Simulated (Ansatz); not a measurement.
# Sensitivity of the gradients in I to the input

This input was run with Ansatz:

```yaml
crystal:
  lattice:
    - [3.6275, -2.3975, 0.0]
    - [3.6275, 2.3975, 0.0]
    - [0.0, 0.0, 9.78]
  atoms:
    - { symbol: I, position: [0.85, 0.15, 0.117] }
    - { symbol: I, position: [0.65, 0.35, 0.617] }
    - { symbol: I, position: [0.15, 0.85, 0.883] }
    - { symbol: I, position: [0.35, 0.65, 0.383] }
kpoints:
  mp_grid: { grid: [8, 8, 4] }
scf:
  occupations: { method: fermi_dirac, width: 0.05 }
  n_extra_bands: 8
hamiltonian:
  xc: lda
  pseudopotentials: { kind: paw }
output:
  forces: true
  stress: true
  populations: true
  efg: { quadrupole_moments_barn: { I: -0.68822 }, contact_densities: true }
```

```sh
ansatz run input.yaml --threads 1 --pin off --max-ram 3072MiB --backend cpu --events-out ev --progress --plain --runs-dir out
```

It converged. Of its output the block on the nuclei alone is shown, without the SCF iterations, energies, forces and stress (one atom of each set):

```
--- PAW observables at the nuclei: V_zz in 10²¹ V/m², potentials from the cell's mean, atoms counted from 1 ---
  atom   1  I  V_zz =  +119.535346   η = 0.2925   by run symmetry: allowed   C_q = -1989.1979 MHz
            electrostatic potential = -8885.762336 V   contact ρ = 1597689.644798 e/Å³
```

Problem. Can these gradients be trusted, and how do they compare with a run on standard settings?

Solution. They agree with the standard run. Against the standard input the change is `scf.n_extra_bands`: not typed → 8; `hamiltonian.xc`: pbe → lda. A site carries the number of its first atom; V_zz in 10²¹ V/m².

| site | atom | V_zz standard | η standard | V_zz here | η here |
| --- | --- | --- | --- | --- | --- |
| I | 1 | 121.0 | 0.28 | 119.5 | 0.29 |

The largest change of V_zz is on I, from 121.0 to 119.5. SCF iterations: 6 and 7.

On the reference run: The largest force is 0.6 eV/Å, so the atoms aren't at the calculated equilibrium and relaxing them would move these values. Without spin–orbit coupling the gradients at and beside I can be off by some per cent, at some sites by more.
